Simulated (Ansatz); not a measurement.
**Cd$_{13}$Ru, a known structure type with other elements, at an estimated volume**

```
CELL_PARAMETERS angstrom
4.30153 4.42295 4.69390
4.30153 -4.42295 4.69390
3.50893 0.00000 -4.69390
ATOMIC_POSITIONS crystal
Cd 0.37550 0.78050 0.32200
Cd 0.21950 0.62450 0.67800
Cd 0.62450 0.21950 0.67800
Cd 0.78050 0.37550 0.32200
Ru 0.00000 0.00000 0.50000
Cd 0.35300 0.00000 0.80000
Cd 0.00000 0.64700 0.20000
Cd 0.64700 0.00000 0.20000
Cd 0.00000 0.35300 0.80000
Cd 0.21900 0.21900 0.36100
Cd 0.78100 0.78100 0.63900
Cd 0.61100 0.61100 0.93000
Cd 0.38900 0.38900 0.07000
Cd 0.00000 0.00000 0.00000
```

Level: PBE, no spin polarisation; 420 eV; 4×4×5 Γ-centred mesh; fermi-dirac occupations (width 0.1 eV); Ansatz 0.2.0, fixed geometry.

What is the formation energy?

0.04 eV an atom against the elements' usual phases (free molecules for gases, crystals otherwise, with no correction for O₂ or N₂), too near zero to call. Relaxing would lower it.

Which atom feels the largest force, and which way?

The largest is on Cd3 (and as large on other atoms): 0.24 eV/Å, components (0.01, 0.22, 0.09). It makes 144° with the line to a nearest neighbour, Cd13 at 3.00 Å, pointing away from it.

What happens at the Fermi level?

It is a metal, with about 5.7 states/eV a cell as the mean within 0.25 eV of the Fermi level.

What does the stress say?

The pressure is -3.9 GPa (compression positive), so with the atoms held at these fractions the cell would first shrink.

What do density and ELF say about some of the short contacts?

Ru–Cd at 2.93 Å: least valence density 0.24 e/Å³ and ELF 0.27 there. Cd–Cd at 2.99 Å: least valence density 0.19 e/Å³ and ELF 0.24 there. These are pseudo-fields; inside the PAW spheres they differ from the all-electron ones.

Origin: a known structure type with other elements, at an estimated volume, so it need not be a known compound.
